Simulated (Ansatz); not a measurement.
# Relaxing a structure of InSe

The start is a generated cell, InSe placed in the AFLOW prototype AB_tP8_136_g_f (as in BeO). The structure is fully relaxed (lattice and positions, P = 0) with PBE (plane waves to 420 eV, PAW, scalar-relativistic; Ansatz, an electronic-structure program). First-step values are on the input's coarse k-mesh.

Ansatz input (later rounds restart from its end on a renewed k-mesh):
Ansatz 0.2 input:
```yaml
crystal:
  lattice:
    - [7.8645663, 0, 0]
    - [0, 7.8645663, 0]
    - [0, 0, 4.536613]
  atoms:
    - { symbol: In, position: [0.336, 0.664, 0] }
    - { symbol: In, position: [0.836, 0.836, 0.5] }
    - { symbol: In, position: [0.164, 0.164, 0.5] }
    - { symbol: In, position: [0.664, 0.336, 0] }
    - { symbol: Se, position: [0.31, 0.31, 0] }
    - { symbol: Se, position: [0.81, 0.19, 0.5] }
    - { symbol: Se, position: [0.19, 0.81, 0.5] }
    - { symbol: Se, position: [0.69, 0.69, 0] }
basis: { ecutwfc: 420, ecutrho_ratio: 4, xc_grid: 2, fft_grid_basis: typed }
kpoints: { mp_grid: { grid: [3, 3, 5] } }
hamiltonian:
  xc: pbe
  dispersion: none
  pseudopotentials: { kind: paw }
scf: { occupations: { method: fermi_dirac, width: 0.05 } }
relax: { f_tol: 0.01, max_steps: 100, cell: { stress_tol: 0.02 } }
output: { forces: true, stress: true }
```

```json
{
  "outcome": "The space group stays P4₂/mnm (No. 136) (the run could not lower it); the end is AFLOW prototype AB_tP8_136_g_f (as in BeO), with 8 atoms in the primitive cell",
  "energy_released": "0.09 eV/atom",
  "volume_change": "+1.1 %, from 35.07 to 35.45 Å³/atom",
  "Shortest distances (start → end)": "The closest pairs of elements (up to four, under 3.6 Å), start → end: In–Se 2.79 → 2.63 Å; In–In 3.65 → 2.84 Å",
  "optimiser_moves": "12"
}
```

Final values are on a 6×6×11 k-mesh of the relaxed cell. No spin polarisation in the result.

The run could not lose the symmetry of its start: the end is stationary, and may be a saddle point rather than a minimum.

The relaxed structure here is a generated cell of InSe: the first start was made by placing the elements on the sites of a structure type, and the end was not matched to a known phase here, so it may be hypothetical. Known forms of InSe include space group No. 194.
